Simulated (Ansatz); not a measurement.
The relaxed structure here is a generated cell of ZrGe: the first start was made by placing the elements on the sites of a structure type, and the end was not matched to a known phase here, so it may be hypothetical.

The start is a generated cell, ZrGe placed in the MnP structure type. Cell shape, volume and atoms are optimised at zero target pressure with r2SCAN (plane waves to 500 eV, PAW, scalar-relativistic; Ansatz, a program for electronic structure). First-step values are on the input's coarse k-mesh.

Ansatz input (later rounds restart from its end on a renewed k-mesh):
Ansatz 0.2 input:
```yaml
crystal:
  lattice:
    - [6.339393, 0, 0]
    - [0, 3.846257, 0]
    - [0, 0, 7.139558]
  atoms:
    - { symbol: Zr, position: [0.5056, 0.25, 0.6952] }
    - { symbol: Zr, position: [0.0056, 0.25, 0.8048] }
    - { symbol: Zr, position: [0.4944, 0.75, 0.3048] }
    - { symbol: Zr, position: [0.9944, 0.75, 0.1952] }
    - { symbol: Ge, position: [0.6879, 0.25, 0.0696] }
    - { symbol: Ge, position: [0.1879, 0.25, 0.4304] }
    - { symbol: Ge, position: [0.3121, 0.75, 0.9304] }
    - { symbol: Ge, position: [0.8121, 0.75, 0.5696] }
basis: { ecutwfc: 500, ecutrho_ratio: 4, xc_grid: 4, fft_grid_basis: typed }
kpoints: { mp_grid: { grid: [4, 6, 4] } }
hamiltonian:
  xc: r2scan
  dispersion: none
  pseudopotentials: { kind: paw }
scf: { occupations: { method: fermi_dirac, width: 0.05 } }
relax: { f_tol: 0.01, max_steps: 100, cell: { stress_tol: 0.02 } }
output: { forces: true, stress: true }
```

```yaml
largest_initial_force: about 1.0 eV/Å, on Zr1, Zr2, Zr3, Zr4 (atoms numbered as listed)
outcome: The space group goes from Pnma (No. 62) to P6₃/mmc (No. 194); the end is NiAs type, with 4 atoms in the primitive cell
energy_released: 0.25 eV/atom
volume_change: -1.3 %, from 21.76 to 21.48 Å³/atom
band_gap_at_the_end: zero (metallic)
optimiser_moves: 12
```

Relaxed structure:

```cif
data_Ge2Zr2
_chemical_formula_sum 'Zr2 Ge2'
_space_group_name_H-M_alt 'P63/mmc'
_space_group_IT_number 194
_space_group_name_Hall '-P 6c 2c'
_cell_length_a 3.82470
_cell_length_b 3.82470
_cell_length_c 6.78174
_cell_angle_alpha 90.000
_cell_angle_beta 90.000
_cell_angle_gamma 120.000
loop_
_atom_site_label
_atom_site_type_symbol
_atom_site_symmetry_multiplicity
_atom_site_Wyckoff_symbol
_atom_site_fract_x
_atom_site_fract_y
_atom_site_fract_z
_atom_site_occupancy
Zr1 Zr 2 a 0.00000 0.00000 0.00000 1
Ge1 Ge 2 d 0.66667 0.33333 0.25000 1
```

Final values are on a 14×14×7 k-mesh of the relaxed cell. No spin polarisation in the result.

The run could not lose the symmetry of its start: the end is stationary, and may be a saddle point rather than a minimum.
